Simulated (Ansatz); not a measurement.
Stackings of close-packed layers of ZrB (capitals for Zr, lower case for the other element), each relaxed to a stress under 0.05 GPa; energies count from the stacking AcBaCb (R-3m).

Theory: DFT r2SCAN, scalar-relativistic, plane waves, PAW (Ansatz).

Cutoff 500 eV; k points 12×12×3 on the computed 10-atom cell (Γ-centred); Gaussian smearing, width 0.10 eV; no spin polarisation.

Start (AcBaCbAbCb):

```xyz
10
Lattice="3.4762 0.0000 0.0000 -1.7381 3.0104 0.0000 0.0000 0.0000 14.1516" Properties=species:S:1:pos:R:3 pbc="T T T"
Zr    0.0000    0.0000    0.0000
B     1.7381    1.0035    1.4152
Zr    0.0000    2.0070    2.8303
B     0.0000    0.0000    4.2455
Zr    1.7381    1.0035    5.6606
B     0.0000    2.0070    7.0758
Zr    0.0000    0.0000    8.4910
B     0.0000    2.0070    9.9061
Zr    1.7381    1.0035   11.3213
B     0.0000    2.0070   12.7364
```

Problem. Give the relaxed structure and its energy.

Solution. The free energy falls by 8 meV/atom.

* excess energy (meV/atom): -11.7
* spacing of like layers (Å): 2.764
* a (Å): 3.516
* gap on the mesh (eV): 0

Relaxed structure:
```xyz
10
Lattice="3.5163 0.0000 0.0000 -1.7581 3.0452 0.0000 0.0000 0.0000 13.8186" Properties=species:S:1:pos:R:3 pbc="T T T"
Zr    0.0000    0.0000   -0.0467
B     1.7581    1.0151    1.3443
Zr    0.0000    2.0301    2.7637
B     0.0000    0.0000    4.1831
Zr    1.7581    1.0151    5.5742
B     0.0000    2.0301    6.9790
Zr    0.0000    0.0000    8.3338
B     0.0000    2.0301    9.6730
Zr    1.7581    1.0151   11.0121
B     0.0000    2.0301   12.3669
```

Small energy differences in metals hang on the k mesh (about 10 mJ/m² or 1 to 2 meV/atom on the mesh of the relaxation).

It took 5.1 min on 1 thread of Intel(R) Xeon(R) Platinum 8488C (Sapphire Rapids) (shared host), peak memory 1 GiB.